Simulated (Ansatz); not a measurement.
CdSiN2:
```xyz
4
Lattice="1.4489 0.8365 5.4764 -1.4489 0.8365 5.4764 0.0000 -1.6730 5.4764" Properties=species:S:1:pos:R:3 pbc="T T T"
Cd     0.0000     0.0000     0.0000
Si     0.0000     0.0000     8.2146
N      0.0000     0.0000    12.7139
N      0.0000     0.0000     3.7153
```

Relaxed with r²SCAN. The program Ansatz at the r²SCAN level (PAW) gives a gap of 1.56 eV.

Question: What gap does HSE06 give on the same cell (Ansatz, PAW)?

Answer: 2.27 eV, 0.71 eV more. The hybrid was solved on a coarser mesh and at special points; its gap is the smallest among all of these.

| k | v1 r²SCAN | c1 r²SCAN | v1 HSE06 | c1 HSE06 |
|---|---|---|---|---|
| Γ | -0.77 | 1.56 | -0.89 | 2.27 |
| T | -0.57 | 4.24 | … | … |
| L | -1.33 | 4.17 | … | … |
| F | -0.57 | 2.80 | … | … |
| S0 | -1.41 | 4.85 | -1.49 | 5.52 |
| H0 | -1.38 | 4.85 | … | … |

Question: Top valence (v1) and lowest conduction level (c1) in eV from each method's valence maximum (which need not be a listed point): supply the withheld HSE06 values.

Answer: 
- T, v1 HSE06: -0.69
- T, c1 HSE06: 5.12
- L, v1 HSE06: -1.46
- L, c1 HSE06: 4.73
- H0, v1 HSE06: -1.47
- H0, c1 HSE06: 5.59
- F, v1 HSE06: -0.60
- F, c1 HSE06: 3.46

Cost on shared cores: the r²SCAN run (SCF on a 11×11×11 mesh, then bands and DOS) about 50 core-seconds (a rough figure), the HSE06 run (SCF on 8×8×8, then a few points) around 5 core-minutes (rough); the tasks are unlike.

Space group R-3m. The start of the workflow was typed in or built on a structure type; neither database checked (COD, Materials Project) lists it. Whether it is the stable phase at ambient conditions was not checked. The cell was relaxed with r²SCAN under the symmetry of its start; whether a distortion lowers the energy is not shown. Scalar-relativistic: spin–orbit coupling is off unless named, which matters more the heavier the elements.

Potentials: the earlier of the program's two PAW sets.
